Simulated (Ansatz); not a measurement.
# Al₂InAs₃: computed properties

Level of theory: DFT PBE, scalar-relativistic, plane waves, PAW (Ansatz 0.2.0).

Settings: cutoff 420 eV, Γ-centred mesh 10×10×10 on the computed 6-atom cell, Gaussian smearing of 0.02 eV; no spin polarisation.

The structure is relaxed at this level of theory with its symmetry kept, and needn't be the ground state of this composition.

```xyz
6
Lattice="-2.0751 2.0751 8.8307 2.0751 -2.0751 8.8307 2.0751 2.0751 -8.8307" Properties=species:S:1:pos:R:3 pbc="T T T"
Al    0.0000    0.0000   14.6473
Al    0.0000    0.0000    3.0142
In    0.0000    0.0000    8.8307
As    2.0751    0.0000    7.1936
As    2.0751    0.0000    1.6372
As    0.0000    2.0751    4.4154
```

(1) Formation energy from the elements' standard states (uncorrected)?

(2) Kohn–Sham band gap?

(3) Orbital (Löwdin) character of the top 1 eV of the valence band?

(4) Orbital (Löwdin) character of the lowest 1 eV of the conduction band?

(5) Bader charge by site (e)?

Results:

(1) -0.391 eV/atom.

(2) 0.84 eV.

(3) As 4p 79 %, In 5p 11 %, Al 3p 8 %.

(4) Al 3p 29 %, As 4s 18 %, Al 3s 12 %, As 4p 12 %, In 5p 11 %, In 5s 11 %, unprojected 7 %.

(5) Al (2 in the cell) 1.92, In (1 in the cell) 0.75, As (2 in the cell) -1.34, As (1 in the cell) -1.91.

The cell was found from a structure generator's guess, not taken from experiment. Kohn–Sham gaps at this level usually fall short of measured ones. Löwdin shares on free-atom orbitals overweight diffuse shells in the empty bands.
